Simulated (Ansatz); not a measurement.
In₄Te₃ in space group Pnnm (No. 58; Pearson symbol oP28), plane-wave PAW r²SCAN (Ansatz code), all energies at zero smearing, with the estimated change up to a 700 eV cutoff added, with one set of potentials and settings (totals compare only within such a set). Cell of 28 atoms (16 In, 12 Te): -173738.140 eV.

| element | reference phase | E (eV/atom) |
|---|---|---|
| In | I4/mmm, 1 atoms in the cell | -5611.8204 |
| Te | P3_121, 3 atoms in the cell | -6994.8235 |

Formation energy per atom, worked out: (-173738.140 − 16×(-5611.8204) − 12×(-6994.8235))/28 = -0.398 eV/atom (-38 kJ per mol of atoms), at 0 K, without zero-point energy or fitted corrections.

The workflow started from a Materials Project entry (that database holds measured and hypothetical structures alike); the Crystallography Open Database files this formula in space group No. 58, but the cells were not matched. Whether it is the stable phase at ambient conditions was not checked. The cell was relaxed with r²SCAN under the symmetry of its start; whether a distortion lowers the energy is not shown. The references are the lowest solids computed at this level, not always the standard phases. Spin–orbit coupling is left out wherever it is not named.

Potentials: the later of the program's two PAW sets.
